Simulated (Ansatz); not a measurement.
Consider the following.

S:
```
CELL_PARAMETERS angstrom
      0.00000     7.83258    12.17006
      6.46764     0.00000    12.17006
      6.46764     7.83258     0.00000
ATOMIC_POSITIONS crystal
  S  0.88321 0.78509 0.74622
  S  0.78509 0.88321 0.58548
  S  0.58548 0.74622 0.78509
  S  0.74622 0.58548 0.88321
  S  0.36679 0.46491 0.50378
  S  0.46491 0.36679 0.66452
  S  0.66452 0.50378 0.46491
  S  0.50378 0.66452 0.36679
  S  0.83921 0.93536 0.83883
  S  0.93536 0.83921 0.38661
  S  0.38661 0.83883 0.93536
  S  0.83883 0.38661 0.83921
  S  0.41079 0.31464 0.41117
  S  0.31464 0.41079 0.86339
  S  0.86339 0.41117 0.31464
  S  0.41117 0.86339 0.41079
  S  0.01178 0.91295 0.74503
  S  0.91295 0.01178 0.33024
  S  0.33024 0.74503 0.91295
  S  0.74503 0.33024 0.01178
  S  0.23822 0.33705 0.50497
  S  0.33705 0.23822 0.91976
  S  0.91976 0.50497 0.33705
  S  0.50497 0.91976 0.23822
  S  0.96728 0.06389 0.58377
  S  0.06389 0.96728 0.38506
  S  0.38506 0.58377 0.06389
  S  0.58377 0.38506 0.96728
  S  0.28272 0.18611 0.66623
  S  0.18611 0.28272 0.86494
  S  0.86494 0.66623 0.18611
  S  0.66623 0.86494 0.28272
```

This is the PBE-relaxed structure. Tensor components refer to the Cartesian frame of this cell.

Question: All from plane-wave PAW PBE (Ansatz code), unless another level is named. Give the smallest direct gap on the standard path.

Answer: 2.76 eV.

Question: What about the conduction-band minimum?

Answer: off the standard path, at k = (0.083, 0.354, 0.448).

Question: Give the valence-band maximum.

Answer: at Γ.

Space group Fddd (α-S8). Symmetry was held in the PBE relaxation. The volume lies over 15 % above that of the usual cell of this phase: another minimum, or an error of the functional. A crystal of weakly bound molecules computed without a dispersion correction: the cell and the soft elastic constants depend strongly on that.

Potentials: the later of the program's two PAW sets.
